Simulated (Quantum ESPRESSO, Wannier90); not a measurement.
# Mg$_{2}$Ge (anti-fluorite), plane waves to Wannier functions

Structure: Materials Project mp-408, symmetrised, not relaxed again. COD (Crystallography Open Database) has an entry of this formula and space group (matched by these alone). Method: LDA plane waves in Quantum ESPRESSO 7.5 (PseudoDojo norm-conserving files, 68 Ry, no spin polarisation, no spin-orbit coupling), Bloch states on a 8×8×8 mesh through Γ, Wannier90 4.0.1. Density: 8×8×8 mesh, cold smearing 0.01 Ry. Spin-orbit coupling, left out, would split the p-like bands by a few tenths of an eV. The gap is small at this level and was sampled on the meshes and a path alone.

Input w.win:

```
num_bands = 21
num_wann = 12
exclude_bands = 1-13
num_iter = 0
conv_tol = 1.0e-6
conv_window = 4
dis_num_iter = 1000
dis_conv_tol = 1.0e-6
dis_froz_max = 8.69
write_hr = true
write_u_matrices = true
begin projections
Mg: s;p
Ge: s;p
end projections
begin unit_cell_cart
ang
    0.0000000000    3.1842950000    3.1842950000
    3.1842950000    0.0000000000    3.1842950000
    3.1842950000    3.1842950000    0.0000000000
end unit_cell_cart
begin atoms_frac
Mg  -0.2500000000 -0.2500000000 -0.2500000000
Mg   0.2500000000  0.2500000000  0.2500000000
Ge   0.0000000000  0.0000000000  0.0000000000
end atoms_frac
mp_grid = 8 8 8
begin kpoints
0.0000000000 0.0000000000 0.0000000000
0.0000000000 0.0000000000 0.1250000000
0.0000000000 0.0000000000 0.2500000000
... (509 more lines: the 8x8x8 mesh through Gamma)
end kpoints
```

On the energy scale of pw.x, whose zero is arbitrary, the valence-band maximum lies at 7.06 eV. Lines of w_hr.dat (R1 R2 R3 m n Re Im, eV) for R = 0 and one of the shortest lattice vectors, rounded to 0.01 eV, lines under 0.02 eV left out; orbitals in order: Mg1 s, Mg1 pz, Mg1 px, Mg1 py, Mg2 s, Mg2 pz, Mg2 px, Mg2 py, Ge3 s, Ge3 pz, Ge3 px, Ge3 py.

```
    0    0    0    1    1     8.50     0.00
    0    0    0    5    1    -0.27     0.00
    0    0    0    6    1     0.18     0.00
    0    0    0    7    1     0.18     0.00
    0    0    0    8    1     0.18     0.00
    0    0    0    9    1    -0.88     0.00
    0    0    0   10    1     1.02     0.00
    0    0    0   11    1     1.02     0.00
    0    0    0   12    1     1.02     0.00
    0    0    0    2    2    12.40     0.00
    0    0    0    5    2    -0.18     0.00
    0    0    0    6    2     0.09     0.00
    0    0    0    7    2     0.13     0.00
    0    0    0    8    2     0.13     0.00
    0    0    0    9    2    -0.83     0.00
    0    0    0   10    2     0.37     0.00
    0    0    0   11    2     0.87     0.00
    0    0    0   12    2     0.87     0.00
    0    0    0    3    3    12.40     0.00
    0    0    0    5    3    -0.18     0.00
    0    0    0    6    3     0.13     0.00
    0    0    0    7    3     0.09     0.00
    0    0    0    8    3     0.13     0.00
    0    0    0    9    3    -0.83     0.00
    0    0    0   10    3     0.87     0.00
    0    0    0   11    3     0.37     0.00
    0    0    0   12    3     0.87     0.00
    0    0    0    4    4    12.41     0.00
    0    0    0    5    4    -0.18     0.00
    0    0    0    6    4     0.13     0.00
    0    0    0    7    4     0.13     0.00
    0    0    0    8    4     0.09     0.00
    0    0    0    9    4    -0.83     0.00
    0    0    0   10    4     0.87     0.00
    0    0    0   11    4     0.87     0.00
    0    0    0   12    4     0.37     0.00
    0    0    0    1    5    -0.27     0.00
    0    0    0    2    5    -0.18     0.00
    0    0    0    3    5    -0.18     0.00
    0    0    0    4    5    -0.18     0.00
    0    0    0    5    5     8.50     0.00
    0    0    0    9    5    -0.88     0.00
    0    0    0   10    5    -1.02     0.00
    0    0    0   11    5    -1.02     0.00
    0    0    0   12    5    -1.02     0.00
    0    0    0    1    6     0.18     0.00
    0    0    0    2    6     0.09     0.00
    0    0    0    3    6     0.13     0.00
    0    0    0    4    6     0.13     0.00
    0    0    0    6    6    12.40     0.00
    0    0    0    9    6     0.83     0.00
    0    0    0   10    6     0.37     0.00
    0    0    0   11    6     0.87     0.00
    0    0    0   12    6     0.87     0.00
    0    0    0    1    7     0.18     0.00
    0    0    0    2    7     0.13     0.00
    0    0    0    3    7     0.09     0.00
    0    0    0    4    7     0.13     0.00
    0    0    0    7    7    12.40     0.00
    0    0    0    9    7     0.83     0.00
    0    0    0   10    7     0.87     0.00
    0    0    0   11    7     0.37     0.00
    0    0    0   12    7     0.87     0.00
    0    0    0    1    8     0.18     0.00
    0    0    0    2    8     0.13     0.00
    0    0    0    3    8     0.13     0.00
    0    0    0    4    8     0.09     0.00
    0    0    0    8    8    12.41     0.00
    0    0    0    9    8     0.83     0.00
    0    0    0   10    8     0.87     0.00
    0    0    0   11    8     0.87     0.00
    0    0    0   12    8     0.37     0.00
    0    0    0    1    9    -0.88     0.00
    0    0    0    2    9    -0.83     0.00
    0    0    0    3    9    -0.83     0.00
    0    0    0    4    9    -0.83     0.00
    0    0    0    5    9    -0.88     0.00
    0    0    0    6    9     0.83     0.00
    0    0    0    7    9     0.83     0.00
    0    0    0    8    9     0.83     0.00
    0    0    0    9    9     1.23     0.00
    0    0    0    1   10     1.02     0.00
    0    0    0    2   10     0.37     0.00
    0    0    0    3   10     0.87     0.00
    0    0    0    4   10     0.87     0.00
    0    0    0    5   10    -1.02     0.00
    0    0    0    6   10     0.37     0.00
    0    0    0    7   10     0.87     0.00
    0    0    0    8   10     0.87     0.00
    0    0    0   10   10     9.30     0.00
    0    0    0    1   11     1.02     0.00
    0    0    0    2   11     0.87     0.00
    0    0    0    3   11     0.37     0.00
    0    0    0    4   11     0.87     0.00
    0    0    0    5   11    -1.02     0.00
    0    0    0    6   11     0.87     0.00
    0    0    0    7   11     0.37     0.00
    0    0    0    8   11     0.87     0.00
    0    0    0   11   11     9.30     0.00
    0    0    0    1   12     1.02     0.00
    0    0    0    2   12     0.87     0.00
    0    0    0    3   12     0.87     0.00
    0    0    0    4   12     0.37     0.00
    0    0    0    5   12    -1.02     0.00
    0    0    0    6   12     0.87     0.00
    0    0    0    7   12     0.87     0.00
    0    0    0    8   12     0.37     0.00
    0    0    0   12   12     9.30     0.00
   -1    0    0    1    1     0.07     0.00
   -1    0    0    2    1    -0.08     0.00
   -1    0    0    3    1    -0.04     0.00
   -1    0    0    4    1    -0.08     0.00
   -1    0    0    9    1     0.03     0.00
   -1    0    0   10    1    -0.05     0.00
   -1    0    0   12    1    -0.05     0.00
   -1    0    0    1    2     0.08     0.00
   -1    0    0    2    2     0.04     0.00
   -1    0    0    3    2     0.06     0.00
   -1    0    0    4    2    -0.08     0.00
   -1    0    0    8    2    -0.02     0.00
   -1    0    0   10    2    -0.03     0.00
   -1    0    0   12    2    -0.02     0.00
   -1    0    0    1    3    -0.04     0.00
   -1    0    0    2    3    -0.06     0.00
   -1    0    0    3    3    -0.16     0.00
   -1    0    0    4    3    -0.06     0.00
   -1    0    0    9    3     0.02     0.00
   -1    0    0   10    3    -0.03     0.00
   -1    0    0   12    3    -0.03     0.00
   -1    0    0    1    4     0.08     0.00
   -1    0    0    2    4    -0.08     0.00
   -1    0    0    3    4     0.06     0.00
   -1    0    0    4    4     0.04     0.00
   -1    0    0    6    4    -0.02     0.00
   -1    0    0   10    4    -0.02     0.00
   -1    0    0   12    4    -0.03     0.00
   -1    0    0    1    5    -0.60     0.00
   -1    0    0    3    5    -1.17     0.00
   -1    0    0    5    5     0.07     0.00
   -1    0    0    6    5    -0.08     0.00
   -1    0    0    7    5     0.04     0.00
   -1    0    0    8    5    -0.08     0.00
   -1    0    0    9    5    -0.88     0.00
   -1    0    0   10    5     1.02     0.00
   -1    0    0   11    5    -1.02     0.00
   -1    0    0   12    5     1.02     0.00
   -1    0    0    2    6    -0.64     0.00
   -1    0    0    4    6     0.52     0.00
   -1    0    0    5    6     0.08     0.00
   -1    0    0    6    6     0.04     0.00
   -1    0    0    7    6    -0.06     0.00
   -1    0    0    8    6    -0.08     0.00
   -1    0    0    9    6    -0.83     0.00
   -1    0    0   10    6     0.37     0.00
   -1    0    0   11    6    -0.87     0.00
   -1    0    0   12    6     0.87     0.00
   -1    0    0    1    7     1.17     0.00
   -1    0    0    3    7     1.95     0.00
   -1    0    0    5    7     0.04     0.00
   -1    0    0    6    7     0.06     0.00
   -1    0    0    7    7    -0.16     0.00
   -1    0    0    8    7     0.06     0.00
   -1    0    0    9    7     0.83     0.00
   -1    0    0   10    7    -0.87     0.00
   -1    0    0   11    7     0.37     0.00
   -1    0    0   12    7    -0.86     0.00
   -1    0    0    2    8     0.52     0.00
   -1    0    0    4    8    -0.64     0.00
   -1    0    0    5    8     0.08     0.00
   -1    0    0    6    8    -0.08     0.00
   -1    0    0    7    8    -0.06     0.00
   -1    0    0    8    8     0.04     0.00
   -1    0    0    9    8    -0.83     0.00
   -1    0    0   10    8     0.87     0.00
   -1    0    0   11    8    -0.86     0.00
   -1    0    0   12    8     0.37     0.00
   -1    0    0    1    9    -0.88     0.00
   -1    0    0    2    9     0.83     0.00
   -1    0    0    3    9    -0.83     0.00
   -1    0    0    4    9     0.83     0.00
   -1    0    0    5    9     0.03     0.00
   -1    0    0    7    9    -0.02     0.00
   -1    0    0    9    9     0.03     0.00
   -1    0    0   10    9    -0.10     0.00
   -1    0    0   12    9    -0.10     0.00
   -1    0    0    1   10    -1.02     0.00
   -1    0    0    2   10     0.37     0.00
   -1    0    0    3   10    -0.86     0.00
   -1    0    0    4   10     0.87     0.00
   -1    0    0    5   10     0.05     0.00
   -1    0    0    6   10    -0.03     0.00
   -1    0    0    7   10    -0.03     0.00
   -1    0    0    8   10    -0.02     0.00
   -1    0    0    9   10     0.10     0.00
   -1    0    0   10   10    -0.19     0.00
   -1    0    0   12   10    -0.20     0.00
   -1    0    0    1   11     1.02     0.00
   -1    0    0    2   11    -0.87     0.00
   -1    0    0    3   11     0.37     0.00
   -1    0    0    4   11    -0.86     0.00
   -1    0    0   11   11    -0.07     0.00
   -1    0    0    1   12    -1.02     0.00
   -1    0    0    2   12     0.87     0.00
   -1    0    0    3   12    -0.86     0.00
   -1    0    0    4   12     0.37     0.00
   -1    0    0    5   12     0.05     0.00
   -1    0    0    6   12    -0.02     0.00
   -1    0    0    7   12    -0.03     0.00
   -1    0    0    8   12    -0.03     0.00
   -1    0    0    9   12     0.10     0.00
   -1    0    0   10   12    -0.20     0.00
   -1    0    0   12   12    -0.19     0.00
```
